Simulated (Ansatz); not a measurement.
A geometry of WSe$_{2}$ away from equilibrium: step 2 of the relaxation of a relaxed WSe2 cell, doubled along one cell vector, shaken by Gaussian noise of σ = 0.08 Å a coordinate. Calculation: r2SCAN (plane waves to 500 eV, PAW, scalar-relativistic; Ansatz, a program for electronic structure). Γ-centred k-mesh 8×8×1 on the run's cell (coarser than for final values), Fermi–Dirac smearing 0.05 eV.

```yaml
crystal:
  lattice:
    - [3.30571, -0.00099, -0.00363]
    - [-1.65371, 2.86730, -0.01272]
    - [-0.03001, -0.13875, 27.20214]
  atoms:
    - { symbol: W, position: [0.30159, 0.64010, 0.12398] }
    - { symbol: W, position: [0.34011, 0.68526, 0.62547] }
    - { symbol: W, position: [0.68000, 0.36119, 0.37543] }
    - { symbol: W, position: [0.64110, 0.29917, 0.87824] }
    - { symbol: Se, position: [0.34412, 0.69511, 0.31375] }
    - { symbol: Se, position: [0.29920, 0.62306, 0.81579] }
    - { symbol: Se, position: [0.63353, 0.30544, 0.06265] }
    - { symbol: Se, position: [0.67902, 0.34924, 0.56285] }
    - { symbol: Se, position: [0.64725, 0.31209, 0.18465] }
    - { symbol: Se, position: [0.66030, 0.33841, 0.68202] }
    - { symbol: Se, position: [0.36297, 0.72333, 0.43562] }
    - { symbol: Se, position: [0.31451, 0.63912, 0.93677] }
```

Predict the force on each atom, in eV/Å.


```json
[
 {"atom": "W1", "Fx": "0.29", "Fy": "0.12", "Fz": "-0.27"},
 {"atom": "W2", "Fx": "-0.04", "Fy": "-0.62", "Fz": "-2.70"},
 {"atom": "W3", "Fx": "-0.03", "Fy": "0.84", "Fz": "-0.66"},
 {"atom": "W4", "Fx": "0.00", "Fy": "-0.07", "Fz": "-1.65"},
 {"atom": "Se5", "Fx": "0.05", "Fy": "-0.18", "Fz": "0.17"},
 {"atom": "Se6", "Fx": "0.08", "Fy": "0.09", "Fz": "0.42"},
 {"atom": "Se7", "Fx": "-0.02", "Fy": "-0.12", "Fz": "0.06"},
 {"atom": "Se8", "Fx": "-0.22", "Fy": "-0.06", "Fz": "0.39"},
 {"atom": "Se9", "Fx": "-0.27", "Fy": "0.01", "Fz": "0.23"},
 {"atom": "Se10", "Fx": "0.26", "Fy": "0.68", "Fz": "2.34"},
 {"atom": "Se11", "Fx": "-0.02", "Fy": "-0.67", "Fz": "0.47"},
 {"atom": "Se12", "Fx": "-0.08", "Fy": "-0.02", "Fz": "1.20"}
]
```

What is the pressure?

+2.3 GPa, compression positive.

No spin polarisation in the result. Without a van der Waals term the distances between weakly bound units are poorly fixed.
